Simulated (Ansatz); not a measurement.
## Ga (diamond): energy against volume

These are results of Ansatz 0.2.0, DFT, BLYP, plane waves (420 eV) with PAW, scalar-relativistic, not measurements. The PAW files were generated under PBE, with cores re-solved for the functional.

The cell is scaled uniformly from the relaxed one, with fractional coordinates and shape fixed. Energies are extrapolated to zero smearing, pressures are those at the given smearing. Magnetic state: spin not included.

A Birch-Murnaghan fit gives V₀ = 27.67 Å³/atom, B₀ = 26 GPa, B₀′ = 4.7.

Task: What are the energy above the minimum and the pressure at 24.300 Å³/atom?

Result: 42.8 meV/atom and 4.70 GPa as computed.

Task: What are the energy above the minimum and the pressure at 28.719 Å³/atom?

Result: 3.0 meV/atom and -0.82 GPa as computed.

Task: What are the energy above the minimum and the pressure at 30.928 Å³/atom?

Result: 25.3 meV/atom and -2.05 GPa as computed.
